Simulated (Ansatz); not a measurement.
Given:

SnGe$_{4}$Te$_{4}$Se:
```
CELL_PARAMETERS angstrom
      2.09146     1.20750    18.58252
     -2.09146     1.20750    18.58252
      0.00000    -2.41501    18.58252
ATOMIC_POSITIONS crystal
  Sn 0.40755 0.40755 0.40755
  Ge 0.80390 0.80390 0.80390
  Ge 0.20353 0.20353 0.20353
  Ge 0.60307 0.60307 0.60307
  Ge 0.00258 0.00258 0.00258
  Te 0.49639 0.49639 0.49639
  Te 0.89604 0.89604 0.89604
  Te 0.29557 0.29557 0.29557
  Te 0.69503 0.69503 0.69503
  Se 0.09984 0.09984 0.09984
```

This is the r²SCAN+D4-relaxed structure. x, y and z are the axes in which the lattice vectors are written.

Task: All from r²SCAN+D4 in the plane-wave PAW code Ansatz, unless another level is named. Estimate the formation energy from the elements (no fitted shifts).

Result: -0.12 eV/atom.

Task: Next, the smallest direct gap on the standard path?

Result: 0.81 eV.

Task: And the band gap?

Result: 0.58 eV (indirect).

Task: Next, the weight of the valence-edge state by species (Voronoi cells)?

Result: Te 56 %, Ge 26 %, Se 12 %, Sn 7 %.

Task: What about the valence-band maximum?

Result: off the standard path, at k = (0.346, 0.500, 0.500).

Space group R3m. The first step of the workflow began from a Materials Project structure, measured or hypothetical; the Crystallography Open Database copy checked does not list it. Its standing as an ambient phase is unchecked. The r²SCAN+D4 relaxation kept the symmetry of its start; its stability against distortions is not shown here. The references are the lowest solids computed at this level, not always the standard phases. Scalar-relativistic: spin–orbit coupling is off unless named, which matters more the heavier the elements.

Potentials: the later of the program's two PAW sets.
